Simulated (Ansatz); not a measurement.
PbO2:
```cif
data_O4Pb2
_chemical_formula_sum 'Pb2 O4'
_space_group_name_H-M_alt 'P42/mnm'
_space_group_IT_number 136
_space_group_name_Hall '-P 4n 2n'
_cell_length_a 5.08153
_cell_length_b 5.08153
_cell_length_c 3.44358
_cell_angle_alpha 90.000
_cell_angle_beta 90.000
_cell_angle_gamma 90.000
loop_
_atom_site_label
_atom_site_type_symbol
_atom_site_symmetry_multiplicity
_atom_site_Wyckoff_symbol
_atom_site_fract_x
_atom_site_fract_y
_atom_site_fract_z
_atom_site_occupancy
Pb1 Pb 2 a 0.00000 0.00000 0.00000 1
O1 O 4 f 0.30795 0.30795 0.00000 1
```

Relaxed at zero pressure with DFT-PBE in the program Ansatz with PAW potentials.

### Question
The volume is lowered by 9 % and shape and atoms relax at that volume. What pressure results, and how do the axes share the change?

### Answer
13.2 GPa; a -4.3 %, b -4.3 %, c -0.7 %; the energy rises by 49 meV/atom.

### Question
Give the new structure.

### Answer

Space group P4₂/mnm (No. 136); a = b = 4.8637 Å, c = 3.4207 Å, α = β = γ = 90.00°

```
atom  site  symmetry       x       y       z
----  ----  --------  ------  ------  ------
Pb      2a      m.mm  0.0000  0.0000  0.0000
O       4f      m.2m  0.3070  0.3070  0.0000
```

The phase is kept; no other phase was compared at this pressure.

Space group P4_2/mnm (rutile). Symmetry was held in the PBE relaxation. Scalar-relativistic: spin–orbit coupling is off unless named, which matters more the heavier the elements.

Potentials: the later of the program's two PAW sets.
